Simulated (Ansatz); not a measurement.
# Ir (bcc): energy against volume

Theory: DFT, LDA (PW92), plane waves (420 eV) with PAW, scalar-relativistic (Ansatz 0.2.0). (PAW data from PBE, frozen cores regenerated.)

The cell is scaled uniformly from the relaxed one, with fractional coordinates and shape fixed. Energies are extrapolated to zero smearing, pressures are those at the given smearing. Magnetic state: spin not included.

A Birch-Murnaghan fit gives V₀ = 14.32 Å³/atom, B₀ = 360 GPa, B₀′ = 5.0.

Q: What are the energy above the minimum and the pressure at 12.616 Å³/atom?

A: 293.4 meV/atom and 62.96 GPa as computed.

Q: What are the energy above the minimum and the pressure at 13.190 Å³/atom?

A: 118.4 meV/atom and 36.90 GPa as computed.

Q: What are the energy above the minimum and the pressure at 15.484 Å³/atom?

A: 90.7 meV/atom and -22.67 GPa as computed.
